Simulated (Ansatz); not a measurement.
# AsPRh$_{4}$ (R-3m): electronic heat capacity and spin susceptibility from the density of states

The calculation used DFT r2SCAN, scalar-relativistic, plane waves, PAW in Ansatz.

Cutoff 500 eV; k points 12×12×12 on the computed 6-atom cell (Γ-centred); Gaussian smearing, width 0.10 eV; no spin polarisation.

Relaxed cell: R-3m, a = 3.961 Å, b = 3.961 Å, c = 19.394 Å, α = 90.00°, β = 90.00°, γ = 120.00°, 6 atoms in the primitive cell. Whether it is the stable form of this composition wasn't checked.

The density of states at the Fermi level is 1.973 states/eV in the cell of 6 atoms (1 formula unit; both spins, tetrahedra on a 18×18×18 mesh).

Problem. What Sommerfeld coefficient and Pauli susceptibility does this give?

Solution. Per formula unit N(E_F) = 1.973 states/eV. γ = (π²/3) k_B² N(E_F) N_A = 2.357 mJ/(mol K²) per state/eV, so γ = 4.7 mJ/(mol K²), a mole of formula units. χ_P = μ_B² N(E_F) N_A = 3.23×10⁻⁵ emu/mol per state/eV gives 6.4×10⁻⁵ emu/mol. This is the bare band result: a measured γ of the same phase is as a rule larger by a factor 1 + λ from phonons and spin fluctuations, the spin part of χ is larger by the Stoner factor, and a measured χ also holds orbital and core terms. N(E_F) at one energy is sensitive to the mesh where the density of states has sharp peaks.